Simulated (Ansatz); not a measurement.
Ansatz input file:

```yaml
crystal:
  lattice:
    - [-5.682047, 3.766928, 1.931955]
    - [5.697625, 3.799559, -1.945688]
    - [-1.883735, -3.776656, -5.745374]
  atoms:
    - { symbol: Al, position: [0.1008142088, 0.6831451151, 0.7731509325] }
    - { symbol: Al, position: [0.6065255078, 0.203253415, 0.8025599483] }
    - { symbol: Al, position: [0.6345960106, 0.5290680596, 0.687200701] }
    - { symbol: Al, position: [0.7013305072, 0.8970327317, 0.60276784] }
    - { symbol: Al, position: [0.3328266353, 0.4470978776, 0.2984020823] }
    - { symbol: Al, position: [0.3886230747, 0.8007935028, 0.1920180475] }
    - { symbol: Al, position: [0.9837582854, 0.9922347566, 0.0117029886] }
    - { symbol: Al, position: [0.4631317739, 0.1611800749, 0.1061768193] }
    - { symbol: V, position: [0.0583094411, 0.3416597713, 0.8823818952] }
    - { symbol: V, position: [0.7506808499, 0.240368954, 0.495877143] }
    - { symbol: V, position: [0.7905690225, 0.6050964723, 0.3865549707] }
    - { symbol: V, position: [0.8440026524, 0.9551964924, 0.3216774347] }
    - { symbol: V, position: [0.5047937715, 0.5152702179, 0.0169283894] }
    - { symbol: Cu, position: [0.5528531937, 0.8530690573, 0.8957282561] }
    - { symbol: Cu, position: [0.1654334627, 0.0443766803, 0.7163670137] }
    - { symbol: Cu, position: [0.2065534509, 0.4070479341, 0.5947598386] }
    - { symbol: Cu, position: [0.2505852081, 0.7606419988, 0.4941654159] }
    - { symbol: Cu, position: [0.2895620552, 0.0968073678, 0.4005056871] }
    - { symbol: Cu, position: [0.9056984283, 0.3126077271, 0.1993531126] }
    - { symbol: Cu, position: [0.9544985899, 0.6500067816, 0.0915396384] }
basis:
  ecutwfc: 420
kpoints:
  mp_grid: { grid: [6, 6, 6] }
hamiltonian:
  xc: pbe
scf:
  occupations: { method: gaussian, width: 0.1 }
  n_extra_bands: 10
output:
  forces: true
  stress: true
  eigenvalues: true
  populations: true
  dos:
    method: { smearing: { sigma: 0.1, scheme: gaussian } }
    projected: true
    de: 0.02
  write_density: true
  write_potential: true
  elf: true
  volumetric_format: npy
```

Command:
```bash
ansatz run input.yaml --threads 4 --pin off --max-ram 9216MiB --backend cpu --events-out ev --progress --plain --runs-dir out
```

Theory: DFT PBE, scalar-relativistic, plane waves, PAW (Ansatz).

From the run's log, abridged (iterations and final results):

```
SCF iter   1: F=—  HF=-65239.742733 eV  |F-HF|=—  |Δ(HF+E_count)|=         —  Δρ=7.43e-3  dr2=2.07e-1  ethr=1.77e-3  ⟨swp⟩=6.0  Hψ=52582  notcnv=0
SCF iter   2: F=—  HF=-65239.730437 eV  |F-HF|=—  |Δ(HF+E_count)|=   1.23e-2  Δρ=3.02e-3  dr2=3.07e-2  ethr=9.35e-5  ⟨swp⟩=1.0  Hψ=16576  notcnv=0
SCF iter   3: F=—  HF=-65239.728525 eV  |F-HF|=—  |Δ(HF+E_count)|=   1.91e-3  Δρ=2.03e-3  dr2=1.03e-2  ethr=1.38e-5  ⟨swp⟩=2.0  Hψ=19315  notcnv=0
SCF iter   4: F=—  HF=-65239.727037 eV  |F-HF|=—  |Δ(HF+E_count)|=   1.49e-3  Δρ=6.78e-4  dr2=1.46e-3  ethr=4.63e-6  ⟨swp⟩=2.0  Hψ=18616  notcnv=0
SCF iter   5: F=—  HF=-65239.726835 eV  |F-HF|=—  |Δ(HF+E_count)|=   2.02e-4  Δρ=2.46e-4  dr2=1.87e-4  ethr=6.59e-7  ⟨swp⟩=2.1  Hψ=20176  notcnv=0
SCF iter   6: F=—  HF=-65239.726799 eV  |F-HF|=—  |Δ(HF+E_count)|=   3.66e-5  Δρ=1.73e-4  dr2=5.83e-5  ethr=8.44e-8  ⟨swp⟩=2.0  Hψ=20025  notcnv=0
SCF iter   7: F=—  HF=-65239.727031 eV  |F-HF|=—  |Δ(HF+E_count)|=   2.33e-4  Δρ=4.90e-5  dr2=5.67e-6  ethr=2.63e-8  ⟨swp⟩=2.0  Hψ=25714  notcnv=0
SCF iter   8: F=—  HF=-65239.727031 eV  |F-HF|=—  |Δ(HF+E_count)|=   4.71e-7  Δρ=1.74e-5  dr2=9.31e-7  ethr=2.55e-9  ⟨swp⟩=2.0  Hψ=19140  notcnv=0
SCF iter   9: F=—  HF=-65239.727031 eV  |F-HF|=—  |Δ(HF+E_count)|=   7.38e-8  Δρ=2.03e-5  dr2=8.40e-7  ethr=4.19e-10  ⟨swp⟩=2.0  Hψ=24550  notcnv=0
SCF iter  10: F=-65239.727031 eV  HF=-65239.727031 eV  |F-HF|=8.59e-8  |Δ(HF+E_count)|=   1.45e-7  Δρ=5.64e-6  dr2=7.45e-8  ethr=4.50e-11  ⟨swp⟩=9.9  Hψ=95975  notcnv=0
SCF 1 converged in 10 iterations: F = -65239.727031 eV  dr2 = 7.45e-8
SCF converged after 10 iterations
Free energy (F): -65239.727031 eV
Harris-Foulkes:  -65239.727031 eV  (|F-HF|=8.59e-8)
Internal energy: -65239.671050 eV  (E = F + TS)
E sigma→0 (E₀):  -65239.699041 eV
Entropy (-TS):   -0.055980 eV (-2.799 meV/atom)
Fermi energy:    12.948034 eV
--- Per-component energies (eV) ---
  E_band       = -3852.447756
  E_kinetic    = 3967.782332
  E_local      = -45581.060836  (includes V_loc(G=0)·N_el)
  E_nonlocal   = 2568.104088
  E_hartree    = 20611.139500
  E_xc         = -1601.135595
  E_vxc        = -1872.768306  (∫ρ·V_xc dr)
  E_paw        = -20930.345423  (= ΣΔE_a)
  E_vpaw       = -4156.748321  (= ΣTr[D̂ρ^β])
  E_aug_tail   = 0.003321  (compensation charges beyond the density's cutoff)
  E_ewald      = -24274.158438
  E_smearing   = -0.055980  (= −TS)
--- Forces (eV/Å), atoms counted from 1 ---
  atom   1  Al     0.00099217     0.00013427    -0.00826562
  atom   2  Al     0.00901623    -0.00236487    -0.00744270
  atom   3  Al     0.00118433    -0.01136359    -0.00911787
  atom   4  Al     0.00215545     0.00457848     0.00893941
  atom   5  Al     0.00606012     0.00188029    -0.00708896
  atom   6  Al     0.00787281    -0.00587684     0.01002206
  atom   7  Al     0.01412782    -0.00236088     0.00615952
  atom   8  Al    -0.00327091     0.00095106    -0.01028084
  atom   9  V     -0.01935719    -0.01516438     0.00092198
  atom  10  V      0.00066005     0.01194841     0.00093379
  atom  11  V      0.00561514     0.01280611    -0.00377717
  atom  12  V      0.00328855    -0.00180411    -0.02138181
  atom  13  V     -0.01331650    -0.01551500     0.02558980
  atom  14  Cu    -0.00537388     0.00889033     0.00272573
  atom  15  Cu    -0.01801770     0.00057821    -0.00683848
  atom  16  Cu     0.01514875     0.00818169     0.00289891
  atom  17  Cu     0.00191635     0.00076679     0.00630259
  atom  18  Cu    -0.00692951    -0.00028309     0.00030769
  atom  19  Cu     0.00261900     0.00369839     0.00441769
  atom  20  Cu    -0.00437662     0.00028136     0.00499570
--- Stress (GPa, compression-positive) ---
        0.018736      -0.016650       0.031667
       -0.016650       0.102066      -0.011412
        0.031667      -0.011412      -0.027482
  P = ⅓ Tr σ = 0.0311 GPa (0.311 kbar)
--- Band table (eV; the first three rows and the last of 112) ---
  k-point 0: bands = ["-100.2670", "-100.1320", "-100.1196", "-100.1094", "-100.1084", "-100.1022", "-99.9880", "-57.6917", "-57.6254", "-57.5729", "-57.5572", "-57.5243", "-57.5171", "-57.5042", "-57.5023", "-57.4995", "-57.4754", "-57.4681", "-57.4580", "-57.4550", "-57.4522", "-57.4466", "-57.4277", "-57.4251", "-57.4186", "-57.4107", "-57.3317", "-57.3019", "-50.9684", "-50.9359", "-50.8748", "-50.8360", "-50.7903", "-24.9889", "-24.9146", "-24.9027", "-24.8939", "-24.8789", "-24.8696", "-24.8537", "-24.7991", "-24.7521", "-24.6873", "-24.6739", "-24.6224", "-24.5566", "-24.4456", "-24.3946", "2.7884", "5.8426", "6.1192", "6.2223", "6.4541", "6.6408", "7.1266", "7.2218", "7.5483", "7.800 ...
  k-point 1: bands = ["-100.2670", "-100.1320", "-100.1196", "-100.1094", "-100.1084", "-100.1022", "-99.9880", "-57.6917", "-57.6254", "-57.5729", "-57.5572", "-57.5243", "-57.5171", "-57.5042", "-57.5023", "-57.4995", "-57.4754", "-57.4680", "-57.4581", "-57.4550", "-57.4522", "-57.4466", "-57.4277", "-57.4251", "-57.4185", "-57.4107", "-57.3317", "-57.3019", "-50.9678", "-50.9368", "-50.8744", "-50.8359", "-50.7905", "-24.9875", "-24.9166", "-24.9015", "-24.8959", "-24.8792", "-24.8685", "-24.8533", "-24.7991", "-24.7521", "-24.6870", "-24.6733", "-24.6254", "-24.5534", "-24.4465", "-24.3948", "2.8981", "5.2586", "6.0923", "6.3012", "6.3516", "6.8853", "7.0754", "7.3596", "7.5878", "7.773 ...
  k-point 2: bands = ["-100.2670", "-100.1320", "-100.1196", "-100.1094", "-100.1084", "-100.1022", "-99.9880", "-57.6917", "-57.6254", "-57.5729", "-57.5572", "-57.5243", "-57.5171", "-57.5042", "-57.5023", "-57.4995", "-57.4754", "-57.4680", "-57.4581", "-57.4550", "-57.4522", "-57.4466", "-57.4277", "-57.4251", "-57.4185", "-57.4107", "-57.3317", "-57.3019", "-50.9667", "-50.9387", "-50.8736", "-50.8356", "-50.7908", "-24.9847", "-24.9199", "-24.9013", "-24.8988", "-24.8778", "-24.8675", "-24.8526", "-24.7992", "-24.7519", "-24.6863", "-24.6721", "-24.6309", "-24.5473", "-24.4483", "-24.3952", "3.2180", "4.4800", "6.0328", "6.1468", "6.3187", "6.8451", "7.2212", "7.4413", "7.7892", "8.125 ...
  k-point 111: bands = ["-100.2670", "-100.1320", "-100.1196", "-100.1094", "-100.1084", "-100.1022", "-99.9880", "-57.6917", "-57.6254", "-57.5730", "-57.5572", "-57.5243", "-57.5171", "-57.5042", "-57.5023", "-57.4995", "-57.4755", "-57.4680", "-57.4581", "-57.4550", "-57.4522", "-57.4465", "-57.4276", "-57.4252", "-57.4185", "-57.4106", "-57.3317", "-57.3019", "-50.9663", "-50.9372", "-50.8761", "-50.8372", "-50.7886", "-24.9962", "-24.9139", "-24.9088", "-24.8971", "-24.8711", "-24.8700", "-24.8499", "-24.7937", "-24.7641", "-24.6998", "-24.6727", "-24.5734", "-24.5581", "-24.4365", "-24.4287", "4.2998", "4.4269", "4.7712", "5.0494", "5.9103", "6.2497", "7.7983", "8.0213", "8.1296", "8.3 ...
--- Löwdin populations: 20 sites ---
  site symbol q [e]
     0     Al      3.5408
     1     Al      3.5208
     2     Al      3.4303
     3     Al      3.3766
     4     Al      3.3985
     5     Al      3.4768
     6     Al      3.4777
     7     Al      3.4299
     8      V     12.6350
     9      V     12.6572
    10      V     12.6949
    11      V     12.7126
    12      V     12.6512
    13     Cu     18.4000
    14     Cu     18.4861
    15     Cu     18.5161
    16     Cu     18.4873
    17     Cu     18.4517
    18     Cu     18.4816
    19     Cu     18.4778
  spilling = 0.007645 (of n_electrons = 222.000000)
```

The calculation finished and met its thresholds.

Time: 4 min on 4 threads of Arm Neoverse V1, with other jobs on the host, peak memory 2.8 GiB.